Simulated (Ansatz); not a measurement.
PbS:
```cif
data_Pb4S4
_chemical_formula_sum 'Pb4 S4'
_space_group_name_H-M_alt 'Cmcm'
_space_group_IT_number 63
_space_group_name_Hall '-C 2c 2'
_cell_length_a 4.14124
_cell_length_b 11.82445
_cell_length_c 4.26098
_cell_angle_alpha 90.000
_cell_angle_beta 90.000
_cell_angle_gamma 90.000
loop_
_atom_site_label
_atom_site_type_symbol
_atom_site_symmetry_multiplicity
_atom_site_Wyckoff_symbol
_atom_site_fract_x
_atom_site_fract_y
_atom_site_fract_z
_atom_site_occupancy
Pb1 Pb 4 c 0.00000 0.12862 0.75000 1
S1 S 4 c 0.00000 0.64474 0.25000 1
```
(The calculation used a cell of 4 atoms; values per cell refer to that cell.)

Relaxed with r²SCAN+D4. Plane-wave PAW r²SCAN+D4 (Ansatz code) gives a gap of 1.36 eV.

### Question
What gap does HSE06 give on the same cell (Ansatz, PAW)?

### Answer
1.62 eV, 0.26 eV more. The hybrid was solved on a coarser mesh and at special points; its gap is the smallest among all of these.

Cost on shared cores: the r²SCAN+D4 run (SCF on a 7×7×7 mesh, then bands and DOS) around 2.8 core-minutes (rough), the HSE06 run (SCF on 5×5×5, then a few points) roughly 2.4 core-minutes; the tasks are unlike.

The workflow started from a Materials Project entry (that database holds measured and hypothetical structures alike); the Crystallography Open Database copy checked does not list it. It is not the phase usual at ambient conditions (space group No. 225). The r²SCAN+D4 relaxation kept the symmetry of its start; whether a distortion lowers the energy is not shown. Spin–orbit coupling is left out wherever it is not named.

Potentials: the later of the program's two PAW sets.
